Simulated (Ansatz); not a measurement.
Does relaxation matter for the field gradients of SiO2 with Br replacing O?

Start: a supercell of SiO2 (quartz type, P3_121) built from a structure deposited in the COD, with all atoms left at the host's positions.

```
CELL_PARAMETERS angstrom
7.37370 4.25721 0.00000
-7.37370 4.25721 0.00000
0.00000 0.00000 10.81820
ATOMIC_POSITIONS crystal
Si 0.17677 0.82323 0.16667
Si 0.17677 0.82323 0.66667
Si 0.51010 0.48990 0.16667
Si 0.51010 0.48990 0.66667
Si 0.84343 0.15657 0.16667
Si 0.84343 0.15657 0.66667
Si 0.17677 0.35353 0.33333
Si 0.17677 0.35353 0.83333
Si 0.51010 0.02020 0.33333
Si 0.51010 0.02020 0.83333
Si 0.84343 0.68687 0.33333
Si 0.84343 0.68687 0.83333
Si 0.31313 0.15657 0.00000
Si 0.31313 0.15657 0.50000
Si 0.64647 0.82323 0.00000
Si 0.64647 0.82323 0.50000
Si 0.97980 0.48990 0.00000
Si 0.97980 0.48990 0.50000
Br 0.18680 0.22740 0.44050
O 0.18680 0.22740 0.94050
O 0.52013 0.89407 0.44050
O 0.52013 0.89407 0.94050
O 0.85347 0.56073 0.44050
O 0.85347 0.56073 0.94050
O 0.43927 0.29273 0.10717
O 0.43927 0.29273 0.60717
O 0.77260 0.95940 0.10717
O 0.77260 0.95940 0.60717
O 0.10593 0.62607 0.10717
O 0.10593 0.62607 0.60717
O 0.37393 0.47987 0.27383
O 0.37393 0.47987 0.77383
O 0.70727 0.14653 0.27383
O 0.70727 0.14653 0.77383
O 0.04060 0.81320 0.27383
O 0.04060 0.81320 0.77383
O 0.18680 0.95940 0.05950
O 0.18680 0.95940 0.55950
O 0.52013 0.62607 0.05950
O 0.52013 0.62607 0.55950
O 0.85347 0.29273 0.05950
O 0.85347 0.29273 0.55950
O 0.43927 0.14653 0.39283
O 0.43927 0.14653 0.89283
O 0.77260 0.81320 0.39283
O 0.77260 0.81320 0.89283
O 0.10593 0.47987 0.39283
O 0.10593 0.47987 0.89283
O 0.37393 0.89407 0.22617
O 0.37393 0.89407 0.72617
O 0.70727 0.56073 0.22617
O 0.70727 0.56073 0.72617
O 0.04060 0.22740 0.22617
O 0.04060 0.22740 0.72617
```

Atom numbers follow the list; atoms alike are taken as one site, whose name carries the number of the first.

All values are calculated (Ansatz; DFT, PBE, plane waves and PAW, scalar-relativistic, 420 eV cutoff, Γ-centred 3×3×2 k-points, Fermi–Dirac smearing 0.01 eV, cell charge +1), not measured.

The largest force at the start is 38 eV/Å. Relaxing the ions at fixed cell moves them by 0.638 Å at most (atom 19, Br) and 0.199 Å rms.

| site | atom | moved (Å) | first shell before | first shell after | V_zz before (10²¹ V/m²) | η before |
| --- | --- | --- | --- | --- | --- | --- |
| Si5 | 5 | 0.161 | 4 O at 1.61 Å | 4 O at 1.62–1.64 Å | 0.92 | 0.37 |
| Si7 | 7 | 0.446 | 3 O at 1.61 Å, 1 Br at 1.61 Å | 3 O at 1.59–1.60 Å, 1 Br at 2.31 Å | -3.37 | 0.38 |
| Si10 | 10 | 0.106 | 4 O at 1.61 Å | 4 O at 1.62–1.63 Å | 0.84 | 0.54 |
| Si14 | 14 | 0.405 | 3 O at 1.61 Å, 1 Br at 1.61 Å | 3 O at 1.59–1.60 Å, 1 Br at 2.27 Å | -3.82 | 0.27 |
| Si17 | 17 | 0.091 | 4 O at 1.61 Å | 4 O at 1.62–1.64 Å | 0.84 | 0.59 |
| Br | 19 | 0.638 | 2 Si at 1.61 Å, angle 144° | 2 Si at 2.27–2.31 Å, angle 114° | 1.41 | 0.22 |
| O27 | 27 | 0.205 | 2 Si at 1.61 Å, angle 144° | 2 Si at 1.62–1.63 Å, angle 131° | 9.28 | 0.18 |
| O31 | 31 | 0.174 | 2 Si at 1.61 Å, angle 144° | 2 Si at 1.59–1.66 Å, angle 136° | 8.83 | 0.20 |
| O47 | 47 | 0.221 | 2 Si at 1.61 Å, angle 144° | 2 Si at 1.60–1.66 Å, angle 143° | 8.50 | 0.28 |
| O53 | 53 | 0.475 | 2 Si at 1.61 Å, angle 144° | 2 Si at 1.60–1.64 Å, angle 140° | 8.85 | 0.17 |

(1) How do the gradients change?

Results:

(1) 

```csv
site,atom,V_zz after,η after,change of V_zz
Si5,5,1.74,0.94,+0.82
Si7,7,7.10,0.20,+10.47
Si10,10,0.58,0.55,-0.26
Si14,14,6.55,0.15,+10.37
Si17,17,-0.59,0.49,–
Br,19,-39.0,0.68,-40.45
O27,27,8.63,0.42,-0.65
O31,31,9.17,0.13,+0.34
O47,47,9.65,0.26,+1.15
O53,53,9.00,0.28,+0.15
```

The largest change of V_zz along a kept axis is on Br, from 1.41 to -39.0. In per cent, |V_zz| changes by -32 to +89 on Si, -7 to +14 on O (all sites that start above 0.5, bar those whose gradient vanishes or changes sign or whose main axis turns by over 40°). Where |V_zz| stays above 0.1 and the axes keep their order, η moves most on Si5, from 0.37 to 0.94. On Si14, Si7 V_xx and V_yy change places (or their axes turn by over 50°), so the two values of η hide a larger change. V_zz changes sign on Si14 (axis turned by 15°), Si7 (axis turned by 15°), Br (axis turned by 31°). On Si17 the largest principal value lies along another axis in the second run, so the two V_zz can't be compared directly. The table leaves out 44 of the 54 sites, with |V_zz| up to 9.70; their tensors move by 2.49 at most along any direction. The statements above cover all sites. The host's own positions weren't relaxed first, so part of the change far from the defect can be the host's relaxation.

The defect repeats with the cell of 54 atoms, so it feels its images: sites between two images don't show the values beside a lone defect, and zeros or small values of η there can come from the images' arrangement. O and Si carry a gradient in the pure host already, so the values there aren't the defect's effect alone. A uniform background compensates the cell's charge.
Before: The cell keeps the host's lattice, where the PBE pressure is 17 GPa (in a charged cell this depends on the convention for the mean potential). The neighbours have not yet relaxed around the defect (largest force 38 eV/Å), so the values at and beside it are those of a strained start, not of the defect in a real crystal.
